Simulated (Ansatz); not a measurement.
VRe:
```xyz
2
Lattice="1.5135 -2.1800 0.0000 1.5135 2.1800 0.0000 0.0000 0.0000 4.2214" Properties=species:S:1:pos:R:3 pbc="T T T"
V      1.5135     0.0000     2.1107
Re     0.0000     0.0000     0.0000
```

Relaxed with r²SCAN. Special points in fractions of this cell's reciprocal vectors: Γ (0.000, 0.000, 0.000); Y (-0.500, 0.500, 0.000); C0 (-0.371, 0.629, 0.000); Σ0 (0.371, 0.371, 0.000); Z (0.000, 0.000, 0.500); A0 (0.371, 0.371, 0.500); E0 (-0.371, 0.629, 0.500); T (-0.500, 0.500, 0.500); S (0.000, 0.500, 0.000); R (0.000, 0.500, 0.500).

Problem. List the band energies nearest the Fermi level at these points for r²SCAN (plane waves, PAW; program Ansatz).

Solution. In eV from the Fermi level; about four levels below and three above (degenerate sets whole), none deeper than 8.9 eV; points with the same levels are listed once.

```
k                     below           above
--  -----------------------  --------------
Γ   -3.97 -1.49 -1.23 -0.48  0.91 1.49 1.84
Y   -6.79 -5.62 -4.75 -3.46  0.33 1.86 2.51
C0  -4.75 -4.10 -3.63 -1.64  1.28 1.48 2.15
Z   -3.69 -2.48 -0.97 -0.80  0.55 0.73 1.08
A0  -3.59 -2.79 -2.76 -1.92  2.10 2.10 2.12
T   -2.44 -1.48 -0.21 -0.11  0.59 3.11 4.70
S   -3.08 -3.06 -1.86 -1.36  1.09 1.41 2.37
R   -6.48 -5.97 -3.78 -2.48  0.63 0.65 1.69
```

Space group Cmmm. The first step of the workflow began from a Materials Project structure, measured or hypothetical; the Crystallography Open Database copy checked does not list it. With V and Re taken as one species the cell has the higher symmetry Im-3m, so it may be an ordered model of a mixed-site phase. Its standing as an ambient phase is unchecked. The r²SCAN relaxation kept the symmetry of its start; whether a distortion lowers the energy is not shown. The run is not spin-polarised. Scalar-relativistic: spin–orbit coupling is off unless named, which matters more the heavier the elements.

Potentials: the later of the program's two PAW sets.
